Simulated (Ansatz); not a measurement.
Input and command of a plane-wave DFT calculation in Ansatz:

```yaml
crystal:
  lattice:
    - [3.315, 0.0, 0.0]
    - [0.0, 3.315, 0.0]
    - [0.0, 0.0, 3.315]
  atoms:
    - { symbol: Mn, position: [0.5, 0.5, 0.5], spin: 4.0 }
    - { symbol: Hg, position: [0.0, 0.0, 0.0] }
basis:
  ecutwfc: 420
kpoints:
  mp_grid: { grid: [12, 12, 12] }
hamiltonian:
  xc: pbesol
scf:
  occupations: { method: gaussian, width: 0.1 }
  lower_state_search: "off"
output:
  forces: true
  stress: true
  eigenvalues: true
  populations: true
magnetization:
  spin_polarized: true
```

```bash
ansatz run input.yaml --threads 1 --pin off --max-ram 2560MiB --backend cpu --events-out ev --progress --plain --runs-dir out
```

Processor: Intel(R) Xeon(R) 6975P-C (Granite Rapids), 1 thread, on a host shared with other jobs.

Question: How long does it run, and how much memory does it take?

Answer: About 4.8 s on 1 thread of Intel(R) Xeon(R) 6975P-C (Granite Rapids) (shared host), peak memory 0.43 GiB. It solves 24 bands at 84 k points (the mesh reduced by symmetry) with about 739 plane waves, in 10 SCF iterations.
